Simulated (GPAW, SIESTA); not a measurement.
## Equation of state of Sn3Se under PBE

The structure is cubic, space group Fm-3m (No. 225). Conventional cell: a = 7.466 Å, b = 7.466 Å, c = 7.466 Å, α = 90.00°, β = 90.00°, γ = 90.00°. Sn (site symmetry m-3m) has 8 Sn at 3.23 Å as nearest neighbours. Sn (site symmetry -43m) has 4 Sn at 3.23 Å and 4 Se at 3.23 Å as nearest neighbours. Around Se (site symmetry m-3m) lie 8 Sn at 3.23 Å.

The cell comes from a database or a generator and needn't be the stable form of this composition.

The cell was scaled at fixed shape and fractions and run with SIESTA, files PseudoDojo sr-pbe-0.4.1-standard, DZP (energy shift 0.003 Ry; two zetas on semicore shells); PBE, k mesh 6 × 6 × 6 on the cell of 4 atoms, fermi-dirac occupations of 0.05 eV, no spin polarisation, no spin-orbit coupling. Energies are those that the program minimises, any entropy of the smearing included. For a metal such a mesh isn't converged to the digits shown.

```tsv
V (Å³/atom)	energy over the lowest row (meV/atom)
24.4523	26.19
24.9726	13.55
25.4928	5.23
26.0131	0.87
26.5334	0.00
27.0536	?
27.5739	7.37
```

Q: Fit the third-order Birch-Murnaghan form, give V0, B0 and B′, and predict the energy left open.

A: With y = (V0/V)^(2/3), E = E0 + (9 V0 B0/16) [(y - 1)³ B′ + (y - 1)² (6 - 4y)]. Least squares through the rows shown give V0 = 26.4093 Å³/atom, E0 = -0.09 meV, B0 = 50.42 GPa (1 eV/Å³ = 160.218 GPa) and B′ = 4.52, with a largest miss of 0.02 meV. At V = 27.0536 the form with these constants gives 2.28 meV; the run gave 2.34 meV an atom. Other set-ups at this level, from all their volumes (Å³/atom, GPa): GPAW, GPAW PAW data sets (gpaw-data 1.2.1): V0 25.795, B0 49.56.
